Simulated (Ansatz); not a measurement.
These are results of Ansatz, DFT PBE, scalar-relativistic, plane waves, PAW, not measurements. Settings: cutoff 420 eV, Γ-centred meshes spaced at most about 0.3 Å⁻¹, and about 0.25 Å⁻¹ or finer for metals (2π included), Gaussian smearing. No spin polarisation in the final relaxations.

Each of these unrelaxed guesses is relaxed in cell and atoms within its symmetry. A guess keeps its type if space group and coordination stay and the shape of the cell changes little (axis ratios within about 15 %, angles within 6°); the volume may change.

1. InGe2O2

Space group P4/mbm (No. 127). a = 4.701 Å, b = 4.701 Å, c = 8.571 Å, α = 90.00°, β = 90.00°, γ = 90.00°
| atom | site | symmetry | x | y | z |
| --- | --- | --- | --- | --- | --- |
| In | 2b | 4/m.. | 0.0000 | 0.0000 | 0.5000 |
| Ge | 2a | 4/m.. | 0.0000 | 0.0000 | 0.0000 |
| Ge | 2d | m.mm | 0.0000 | 0.5000 | 0.0000 |
| O | 4g | m.2m | 0.2849 | 0.7849 | 0.0000 |

2. Zn3Cd2S5

Space group I-4m2 (No. 119). a = 3.902 Å, b = 3.902 Å, c = 27.590 Å, α = 90.00°, β = 90.00°, γ = 90.00°
```
atom  site  symmetry       x       y       z
  Zn    4e      2mm. 0.5000  0.5000  0.1000
  Zn    2a      -4m2  0.0000  0.0000  0.0000
  Cd    4e      2mm. 0.5000  0.5000  0.3000
   S    2d      -4m2  0.5000  0.0000  0.2500
   S    4f      2mm. 0.0000  0.5000  0.1500
   S    4f      2mm. 0.5000  0.0000  0.0500
```

3. Mg2Cd3Se5

Space group R-3m:H (No. 166). a = 4.120 Å, b = 4.120 Å, c = 50.461 Å, α = 90.00°, β = 90.00°, γ = 120.00°
```
atom  site  symmetry       x       y       z
  Mg    6c        3m  0.0000  0.0000  0.1000
  Cd    6c        3m  0.6667  0.3333  0.0333
  Cd    3b       -3m  0.3333  0.6667  0.1667
  Se    6c        3m  0.3333  0.6667  0.0667
  Se    3a       -3m  0.0000  0.0000  0.0000
  Se    6c        3m  0.0000  0.0000  0.2000
```

4. HfNb2Si2O2

Space group I4/mmm (No. 139). a = 5.320 Å, b = 5.320 Å, c = 8.781 Å, α = 90.00°, β = 90.00°, γ = 90.00°
```
atom  site  symmetry       x       y       z
  Hf    2a     4/mmm  0.0000  0.0000  0.0000
  Nb    4d      -4m2  0.0000  0.5000  0.2500
  Si    4e       4mm  0.5000  0.5000  0.0960
   O    4e       4mm  0.5000  0.5000  0.2188
```

Q: Which guesses survive the relaxation?

A: Guesses 2 and 3 keep their type.

```
guess  kept  start group  end group  V start (Å³/atom)  V end  b/a and c/a, end over start  nearest neighbours start  nearest neighbours end
    1    no       P4/mbm     P4/mmm               18.9   21.3                            -         Ge 2/4, In 4, O 1         Ge 4, In 2, O 4
    2   yes        I-4m2      I-4m2               21.0   22.4                   1.00, 1.02           Cd 4, S 4, Zn 4         Cd 4, S 4, Zn 4
    3   yes         R-3m       R-3m               24.7   22.6                   1.00, 1.00          Cd 6, Mg 6, Se 6        Cd 6, Mg 6, Se 6
    4    no       I4/mmm     I4/mmm               17.8   14.4                   1.00, 1.77     Hf 2, Nb 8, O 1, Si 1   Hf 2, Nb 4, O 5, Si 1
```

Neighbours count within 15 % of an atom's shortest distance; end groups are read at 0.02 Å (0.05 Å in metals).

These runs have no spin–orbit coupling, which can matter for Hf. In InGe2O2 P4/mmm an odd number of electrons in the primitive cell allows no gap without spin; a larger cell or a magnetic state could open one. A magnetic state wasn't ruled out in cells without spin, among them InGe2O2 P4/mmm, HfNb2Si2O2 I4/mmm. Cells relaxed within their symmetry can be saddle points.

In counts of neighbours, a slash parts the counts of unlike sites.
